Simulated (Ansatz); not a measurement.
Consider the following.

GaS:
```xyz
4
Lattice="1.7732 1.0238 7.5772 -1.7732 1.0238 7.5772 0.0000 -2.0476 7.5772" Properties=species:S:1:pos:R:3 pbc="T T T"
Ga     0.0000     0.0000    21.5289
Ga     0.0000     0.0000     1.2026
S      0.0000     0.0000     5.3003
S      0.0000     0.0000    17.4312
```

This is the LDA-relaxed structure.

Problem. All from the program Ansatz at the LDA level (PAW), unless another level is named. Estimate the band gap.

Solution. 1.40 eV (indirect).

Problem. Give the conduction-band minimum.

Solution. at F (3 equivalent valleys).

Space group R-3m. The workflow started from a Materials Project entry (that database holds measured and hypothetical structures alike); the Crystallography Open Database copy checked does not list it. COD files the formula under space group No. 194. Its standing as an ambient phase is unchecked. The cell was relaxed with LDA under the symmetry of its start; whether a distortion lowers the energy is not shown. A crystal of weakly bound layers computed without a dispersion correction: the cell and the soft elastic constants depend strongly on that. Spin–orbit coupling is left out wherever it is not named.

Potentials: the later of the program's two PAW sets.
